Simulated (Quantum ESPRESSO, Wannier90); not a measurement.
Ca2H3Br (P-3m1): Wannier90 run

```
begin unit_cell_cart
ang
    3.9029399180    0.0000000000    0.0000000000
   -1.9514699590    3.3800451184    0.0000000000
    0.0000000000    0.0000000000    6.8535300000
end unit_cell_cart
begin atoms_frac
Ca  -0.3333333333  0.3333333333  0.1857600000
Ca   0.3333333333 -0.3333333333 -0.1857600000
H   -0.3333333333  0.3333333333 -0.1495200000
H    0.3333333333 -0.3333333333  0.1495200000
H    0.0000000000  0.0000000000  0.0000000000
Br   0.0000000000  0.0000000000  0.5000000000
end atoms_frac
```

Structure: Materials Project mp-1018656, symmetrised, not relaxed again. Not found in the COD (Crystallography Open Database) copy used; not checked further. Computed values, not measurements, from PBEsol: Quantum ESPRESSO (norm-conserving PseudoDojo potentials, cutoff 58 Ry, no spin polarisation, no spin-orbit coupling) on a Γ-centred 9×9×6 mesh, then Wannier90. Density: 12×12×6 mesh, cold smearing 0.01 Ry. Spin-orbit coupling, left out, would split the p-like bands by a few tenths of an eV.

Band 9 is isolated and gives one Wannier function a cell (Br6 4s 94 %; spread 1.04 Å²). Its on-site energy is ε = -16.682 eV relative to the valence-band maximum, and its hoppings t(R) = t(−R) to the nearer images are (images within this range that aren't listed have |t| under 5 meV):

```csv
R (lattice vectors; −R alike),distance (Å),t (eV)
0 1 0,3.90,-0.037
1 0 0,3.90,-0.037
1 1 0,3.90,-0.037
```

Work out the band energy at Γ, M, K, A from these numbers.

For one orbital E(k) = ε + Σ_R 2 t(R) cos(2π k·R), the sum over the listed R.
- Γ, k = (0.000, 0.000, 0.000): E = -16.682 + (-0.037)·(6.00) = -16.90 eV; pw.x: -16.91 eV
- M, k = (0.500, 0.000, 0.000): E = -16.682 + (-0.037)·(-2.00) = -16.61 eV; pw.x: -16.61 eV
- K, k = (0.333, 0.333, 0.000): E = -16.682 + (-0.037)·(-3.00) = -16.57 eV; pw.x: -16.57 eV
- A, k = (0.000, 0.000, 0.500): E = -16.682 + (-0.037)·(6.00) = -16.90 eV; pw.x: -16.89 eV

At these points the listed shells miss the plane-wave band by up to 0.01 eV, of a width of 0.34 eV on the path. With all its hoppings the model misses the band by 0.0 meV at worst on the whole path; the listed shells hold nearly all of the dispersion.
